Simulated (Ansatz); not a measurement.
Rh:
```xyz
1
Lattice="0.0000 1.8900 1.8900 1.8900 0.0000 1.8900 1.8900 1.8900 0.0000" Properties=species:S:1:pos:R:3 pbc="T T T"
Rh     0.0000     0.0000     0.0000
```

Relaxed with PBEsol. Special points in fractions of this cell's reciprocal vectors: Γ (0.000, 0.000, 0.000); X (0.500, 0.000, 0.500); U (0.625, 0.250, 0.625); K (0.375, 0.375, 0.750); L (0.500, 0.500, 0.500); W (0.500, 0.250, 0.750).

Question: List the band energies nearest the Fermi level at these points for PBEsol (plane waves, PAW; program Ansatz).

Answer: In eV from the Fermi level; about four levels below and three above (degenerate sets whole), none deeper than 8.9 eV; … stands for higher levels left out; points with the same levels are listed once.

```csv
k,below,above
Γ,-8.20 -3.20 -3.20 -3.20,…
X,-6.54 -6.16,0.57 1.02 1.02
U,-5.71 -4.94 -2.16 -0.72,0.38 …
L,-6.33 -3.27 -3.27,0.59 0.59 …
W,-5.20 -3.95 -3.95 -1.26,1.02 …
```

Space group Fm-3m (fcc (Cu type)). Symmetry was held in the PBEsol relaxation. No spin polarisation was allowed. Spin–orbit coupling is left out wherever it is not named.

Potentials: the later of the program's two PAW sets.
